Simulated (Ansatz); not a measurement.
How far is PAW off for TaCuN2?

```xyz
4
Lattice="1.5523 0.8962 5.8127 -1.5523 0.8962 5.8127 0.0000 -1.7925 5.8127" Properties=species:S:1:pos:R:3 pbc="T T T"
Ta    0.0000    0.0000    8.7190
Cu    0.0000    0.0000    0.0000
N     0.0000    0.0000    2.0751
N     0.0000    0.0000   15.3629
```

Atoms are numbered in the order listed.

The conventional cell has a = 3.105 Å, b = 3.105 Å, c = 17.438 Å, α = 90.00°, β = 90.00°, γ = 120.00°. Ta (atom 1) is surrounded by 6 N at 1.98 Å. Cu (atom 2) is surrounded by 2 N at 2.08 Å. Around N (atom 3) lie 3 Ta at 1.98 Å and 1 Cu at 2.08 Å.

The cell comes from COD entry 4030363, which wasn't checked; take it as a given geometry. The listed cell was then made from it by scaling, straining or moving an atom.

Spin–orbit coupling is left out, though it moves levels of the heavy atoms by tenths of an eV or more.

All numbers are computed: DFT, PBEsol, PAW with Ansatz's default frozen-core files, scalar-relativistic (Ansatz 0.2.0); DFT, PBEsol, all-electron PAW with datasets made for the crystal, scalar-relativistic (Ansatz 0.2.0); DFT, PBEsol, all-electron LAPW, scalar-relativistic (Ansatz 0.2.0).

For PAW: a Γ-centred 12×12×12 k mesh, Fermi–Dirac smearing of 0.05 eV, cutoff 420 eV, no spin polarisation; the PAW files were made with PBE, and the program remakes their frozen cores for this functional. The crystal-made all-electron datasets (AE datasets) take a cutoff of 520 eV at this cell. LAPW targets a basis error of 1 meV/atom. The Ansatz runs share mesh, smearing and spin set-up. Plane-wave (PAW) pressures include the program's estimate of the Pulay term.

Stress and pressure are positive in compression.

The change that made this cell: equal xx and yy strain of -1 %.

```
             quantity     PAW  AE datasets    LAPW
       pressure (GPa)       ?        23.74   23.75
      stress xx (GPa)   33.11        32.69   32.69
      stress zz (GPa)       ?         5.85    5.85
force on N3, z (eV/Å)  -6.932       -6.900  -6.900
        band gap (eV)   0.826        0.818   0.818
```

(1) Fill in "PAW" for the row "stress zz (GPa)".

(2) Give the missing entry: row "pressure (GPa)", column "PAW".

Results:

(1) 6.05.

(2) 24.09.
